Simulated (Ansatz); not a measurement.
TaGe:
```
TaGe
1.0
    3.09034     0.00000     0.00000
   -1.54517     2.67631     0.00000
    0.00000     0.00000     4.12886
Ta Ge
1 1
Cartesian
  0.00000   0.00000   0.00000
  1.54517   0.89210   2.06443
```

This is the PBE-relaxed structure.

All from the program Ansatz at the PBE level (PAW), unless another level is named. Predict the electronic character.

metallic (no gap).

And the density of states at the Fermi level?

0.41 states/eV per atom (mean over ±0.08 eV).

Predict the formation energy from the elements (no fitted shifts).

-0.14 eV/atom.

Space group P-6m2. A made-up cell: these elements were put on the sites of a structure type; neither database checked (COD, Materials Project) lists it. Whether it is the stable phase at ambient conditions was not checked. Symmetry was held in the PBE relaxation; its stability against distortions is not shown here. The run is not spin-polarised. The references are the lowest solids computed at this level, not always the standard phases. Scalar-relativistic: spin–orbit coupling is off unless named, which matters more the heavier the elements.

Potentials: the later of the program's two PAW sets.
